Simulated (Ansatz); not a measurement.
Cu:
```
CELL_PARAMETERS angstrom
      0.00000     1.75898     1.75898
      1.75898     0.00000     1.75898
      1.75898     1.75898     0.00000
ATOMIC_POSITIONS crystal
  Cu 0.00000 0.00000 0.00000
```

Relaxed with LDA.

Q: Which orbitals make up the states near the Fermi level in LDA (plane waves, PAW; program Ansatz)?

A: Within 0.5 eV of the Fermi level: Cu 4s 42 %, Cu 3d 35 %, outside the projected shells 23 %. Projections are on Löwdin-orthogonalised atomic valence shells; empty p or d shells of many metals are not among them.

Q: Tabulate the density of states.

A: States/eV per cell of 1 atom, in 0.25 eV bins, energy from the Fermi level.

| E (eV) | total | Cu 3d | Cu 4s |
|---|---|---|---|
| -7.85 | 0.12 | 0.01 | 0.11 |
| -7.60 | 0.14 | 0.01 | 0.12 |
| -7.35 | 0.15 | 0.02 | 0.13 |
| -7.10 | 0.17 | 0.02 | 0.14 |
| -6.85 | 0.18 | 0.03 | 0.15 |
| -6.60 | 0.21 | 0.05 | 0.16 |
| -6.35 | 0.24 | 0.07 | 0.17 |
| -6.10 | 0.30 | 0.11 | 0.18 |
| -5.85 | 0.40 | 0.19 | 0.20 |
| -5.60 | 0.65 | 0.42 | 0.22 |
| -5.35 | 1.04 | 0.81 | 0.22 |
| -5.10 | 1.15 | 0.96 | 0.18 |
| -4.85 | 1.56 | 1.42 | 0.12 |
| -4.60 | 2.11 | 2.02 | 0.07 |
| -4.35 | 1.84 | 1.80 | 0.02 |
| -4.10 | 1.82 | 1.77 | 0.02 |
| -3.85 | 2.33 | 2.23 | 0.05 |
| -3.60 | 2.79 | 2.65 | 0.08 |
| -3.35 | 3.40 | 3.23 | 0.10 |
| -3.10 | 3.49 | 3.36 | 0.08 |
| -2.85 | 2.28 | 2.18 | 0.05 |
| -2.60 | 2.86 | 2.78 | 0.05 |
| -2.35 | 3.08 | 3.01 | 0.04 |
| -2.10 | 2.77 | 2.71 | 0.04 |
| -1.85 | 4.31 | 4.25 | 0.05 |
| -1.60 | 2.06 | 1.98 | 0.07 |
| -1.35 | 0.38 | 0.28 | 0.09 |
| -1.10 | 0.36 | 0.22 | 0.11 |
| -0.85 | 0.34 | 0.18 | 0.12 |
| -0.60 | 0.32 | 0.15 | 0.12 |
| -0.35 | 0.31 | 0.13 | 0.12 |
| -0.10 | 0.29 | 0.11 | 0.12 |
| 0.15 | 0.29 | 0.09 | 0.12 |
| 0.40 | 0.27 | 0.08 | 0.12 |
| 0.65 | 0.27 | 0.07 | 0.12 |
| 0.90 | 0.26 | 0.06 | 0.11 |
| 1.15 | 0.26 | 0.05 | 0.11 |
| 1.40 | 0.26 | 0.04 | 0.10 |
| 1.65 | 0.25 | 0.04 | 0.09 |
| 1.90 | 0.24 | 0.03 | 0.08 |
| 2.15 | 0.22 | 0.03 | 0.08 |
| 2.40 | 0.21 | 0.02 | 0.07 |
| 2.65 | 0.20 | 0.02 | 0.06 |
| 2.90 | 0.19 | 0.02 | 0.05 |
| 3.15 | 0.17 | 0.01 | 0.04 |
| 3.40 | 0.16 | 0.01 | 0.04 |
| 3.65 | 0.15 | 0.01 | 0.03 |
| 3.90 | 0.13 | 0.01 | 0.03 |
| 4.15 | 0.17 | 0.01 | 0.06 |
| 4.40 | 0.27 | 0.02 | 0.14 |
| 4.65 | 0.28 | 0.02 | 0.15 |

Space group Fm-3m (fcc (Cu type)). Symmetry was held in the LDA relaxation. No spin polarisation was allowed.

Potentials: the earlier of the program's two PAW sets.
